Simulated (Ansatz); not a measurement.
Does relaxation matter for the field gradients of MgVFeP4O14?

Start: a Materials Project structure (computed, not necessarily an observed phase), taken as it stands.

```cif
data_structure
_symmetry_space_group_name_H-M 'P 1'
_symmetry_Int_Tables_number 1
_cell_length_a 5.0635
_cell_length_b 7.0532
_cell_length_c 8.1595
_cell_angle_alpha 90.199
_cell_angle_beta 90.176
_cell_angle_gamma 106.096
_cell_volume 279.98
loop_
_atom_site_label
_atom_site_type_symbol
_atom_site_fract_x
_atom_site_fract_y
_atom_site_fract_z
_atom_site_occupancy
Mg1 Mg 0.29539 0.06033 0.30538 1
V2 V 0.80876 0.28413 0.50655 1
Fe3 Fe 0.19403 0.71325 0.97568 1
P4 P 0.61521 0.49478 0.80640 1
P5 P 0.75532 0.89167 0.24077 1
P6 P 0.24093 0.10499 0.72025 1
P7 P 0.38615 0.50445 0.30669 1
O8 O 0.98417 0.17160 0.68236 1
O9 O 0.89322 0.06600 0.35721 1
O10 O 0.83665 0.53095 0.93930 1
O11 O 0.73020 0.49820 0.63369 1
O12 O 0.54011 0.34126 0.31186 1
O13 O 0.40889 0.09164 0.56067 1
O14 O 0.43559 0.26806 0.83910 1
O15 O 0.61494 0.70861 0.35734 1
O16 O 0.52619 0.93958 0.14174 1
O17 O 0.42929 0.63084 0.81921 1
O18 O 0.28770 0.52749 0.13464 1
O19 O 0.16228 0.47417 0.43522 1
O20 O 0.17087 0.91853 0.82074 1
O21 O 0.00349 0.85369 0.15531 1
```

Atom numbers follow the list; atoms alike are taken as one site, whose name carries the number of the first.

The numbers come from a DFT calculation in Ansatz (PBE, plane waves and PAW, scalar-relativistic, collinear spin, 420 eV cutoff, Γ-centred 4×3×3 k-points, Fermi–Dirac smearing 0.02 eV). Start moments as typed (μB): 1 on each V, 4 on each Fe, none on the rest.

The largest force at the start is 0.91 eV/Å. Relaxing the ions at fixed cell moves them by 0.066 Å at most (atom 16, O) and 0.043 Å rms. End positions:

```
CELL_PARAMETERS angstrom
5.06353 0.00000 0.00000
-1.95548 6.77672 0.00000
-0.02511 -0.03680 8.15938
ATOMIC_POSITIONS crystal
Mg 0.29587 0.06338 0.30276
V 0.81244 0.28425 0.50750
Fe 0.19214 0.71009 0.97235
P 0.61517 0.49146 0.80581
P 0.75443 0.89484 0.24439
P 0.24122 0.10411 0.71772
P 0.38671 0.50617 0.30812
O 0.98615 0.17542 0.67631
O 0.89753 0.06852 0.36164
O 0.84003 0.52382 0.93609
O 0.72873 0.48946 0.63137
O 0.54370 0.34444 0.31583
O 0.41605 0.09436 0.56025
O 0.42956 0.26592 0.83989
O 0.60801 0.71221 0.36271
O 0.52874 0.94753 0.14649
O 0.43652 0.63212 0.81662
O 0.29040 0.52842 0.13561
O 0.15583 0.46915 0.43517
O 0.16126 0.91563 0.81528
O 0.99889 0.85292 0.15817
```

| site | atom | moved (Å) | first shell before | first shell after | V_zz before (10²¹ V/m²) | η before |
| --- | --- | --- | --- | --- | --- | --- |
| Mg | 1 | 0.030 | 5 O at 2.03–2.15 Å | 5 O at 2.03–2.18 Å | 2.59 | 0.34 |
| V | 2 | 0.020 | 6 O at 1.96–2.20 Å | 6 O at 1.90–2.19 Å | 7.58 | 0.94 |
| Fe | 3 | 0.035 | 6 O at 1.93–2.39 Å | 5 O at 1.92–2.19 Å; also 1 O at 2.47 Å | 3.34 | 0.08 |
| P4 | 4 | 0.024 | 4 O at 1.52–1.63 Å | 4 O at 1.52–1.63 Å | 5.53 | 0.17 |
| P5 | 5 | 0.038 | 4 O at 1.53–1.61 Å | 4 O at 1.52–1.62 Å | -4.06 | 0.78 |
| P6 | 6 | 0.022 | 4 O at 1.51–1.61 Å | 4 O at 1.51–1.61 Å | 3.97 | 0.76 |
| P7 | 7 | 0.016 | 4 O at 1.51–1.63 Å | 4 O at 1.51–1.63 Å | 5.16 | 0.43 |
| O16 | 16 | 0.066 | 1 P at 1.53 Å, 1 Mg at 2.10 Å; also 1 Fe at 2.39 Å | 1 P at 1.52 Å, 1 Mg at 2.05 Å, angle 109°; also 1 Fe at 2.47 Å | 8.05 | 0.70 |
| O19 | 19 | 0.041 | 1 P at 1.52 Å, 1 V at 2.01 Å, angle 142° | 1 P at 1.53 Å, 1 V at 1.96 Å, angle 145° | 9.64 | 0.18 |
| O21 | 21 | 0.032 | 1 P at 1.53 Å, 1 Fe at 2.14 Å, 1 Mg at 2.14 Å | 1 P at 1.52 Å, 1 Mg at 2.14 Å, 1 Fe at 2.19 Å | 9.23 | 0.31 |

Task: What are V_zz and η after the relaxation?

Result: 

```json
{"site": "Mg", "atom": "1", "V_zz after": "2.87", "η after": "0.22", "change of V_zz": "+0.28"}
{"site": "V", "atom": "2", "V_zz after": "-7.60", "η after": "0.83", "change of V_zz": "–"}
{"site": "Fe", "atom": "3", "V_zz after": "2.68", "η after": "0.47", "change of V_zz": "-0.66"}
{"site": "P4", "atom": "4", "V_zz after": "5.55", "η after": "0.26", "change of V_zz": "+0.02"}
{"site": "P5", "atom": "5", "V_zz after": "-4.42", "η after": "0.74", "change of V_zz": "-0.36"}
{"site": "P6", "atom": "6", "V_zz after": "3.80", "η after": "0.86", "change of V_zz": "-0.17"}
{"site": "P7", "atom": "7", "V_zz after": "4.76", "η after": "0.52", "change of V_zz": "-0.40"}
{"site": "O16", "atom": "16", "V_zz after": "8.00", "η after": "0.66", "change of V_zz": "-0.05"}
{"site": "O19", "atom": "19", "V_zz after": "10.07", "η after": "0.15", "change of V_zz": "+0.43"}
{"site": "O21", "atom": "21", "V_zz after": "9.17", "η after": "0.30", "change of V_zz": "-0.06"}
```

The largest change of V_zz along a kept axis is on Fe, from 3.34 to 2.68. In per cent, |V_zz| changes by +11 on Mg, -20 on Fe, -8 to +9 on P, -1 to +4 on O (all sites that start above 2, bar those whose gradient vanishes or changes sign or whose main axis turns by over 40°). Where |V_zz| stays above 0.1 and the axes keep their order, η moves most on Fe, from 0.08 to 0.47. On V the largest principal value lies along another axis in the second run, so the two V_zz can't be compared directly. The table leaves out 11 of the 21 sites, with |V_zz| up to 13.41; their tensors move by 0.58 at most along any direction. The statements above cover all sites. The electronic state changes along with the positions (absolute moment from 6.9 to 6.6 μB, the gap closes), so the changes aren't those of geometry alone.

The moments were started parallel, and the run ended with some of them reversed. With these PAW files V_zz is typically within 2 to 3 % of all-electron values, but misses above 10 % occur on Fe. The magnetic order is the one that the run reached from its start moments, not necessarily the measured one.
Before: The program didn't check the stability of this electronic state in full, so a lower one may lie near. With a gap of 0.12 eV under a smearing of 0.02 eV the band edges are partly filled, so small gradients can hang on the smearing and the k-mesh.
After: The run finds no gap above 0.1 eV (a metal, or nearly one), so the gradients can move by 10 % or more with the k-mesh. Semilocal functionals can leave a metal where correlation in the d or f shell opens a gap in the real compound, and that would change the values at and beside Fe and V. The run lost the sense of its start on V, where the moments end reversed; a state with other moments may lie lower.
